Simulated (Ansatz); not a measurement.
CuI$_{2}$:
```
CELL_PARAMETERS angstrom
      5.18602     0.00000     0.00000
      0.00000     5.18602     0.00000
      0.00000     0.00000     4.37562
ATOMIC_POSITIONS crystal
  Cu 0.00000 0.00000 0.00000
  I  0.00000 0.50000 0.00000
  I  0.50000 0.00000 0.00000
```

Relaxed with r²SCAN+D4. Special points in fractions of this cell's reciprocal vectors: Γ (0.000, 0.000, 0.000); X (0.000, 0.500, 0.000); M (0.500, 0.500, 0.000); Z (0.000, 0.000, 0.500); R (0.000, 0.500, 0.500); A (0.500, 0.500, 0.500).

List the band energies nearest the Fermi level at these points for r²SCAN+D4 with spin–orbit coupling (plane waves, PAW; program Ansatz).

In eV from the Fermi level; about four levels below and three above (degenerate sets whole), none deeper than 8.9 eV; points with the same levels are listed once.

```tsv
k	below	above
Γ	-0.41 -0.41 -0.15 -0.15	1.18 1.18 4.94 4.94
X	-0.98 -0.98 -0.32 -0.32	5.06 5.06 6.30 6.30
M	-0.54 -0.54 -0.38 -0.38	0.61 0.61 1.65 1.65
Z	-0.73 -0.73 -0.07 -0.07	1.83 1.83 5.89 5.89
R	-1.11 -1.11 -0.76 -0.76	4.30 4.30 5.88 5.88
A	-1.20 -1.20 -1.05 -1.05	0.63 0.63 1.71 1.71
```

Space group P4/mmm. The first step of the workflow began from a Materials Project structure, measured or hypothetical; the Crystallography Open Database copy checked does not list it. Whether it is the stable phase at ambient conditions was not checked. Symmetry was held in the r²SCAN+D4 relaxation; phonons show weakly imaginary modes. The run is not spin-polarised. With an odd number of electrons in the cell and no spin polarisation, the count alone makes it a metal.

Potentials: the later of the program's two PAW sets.
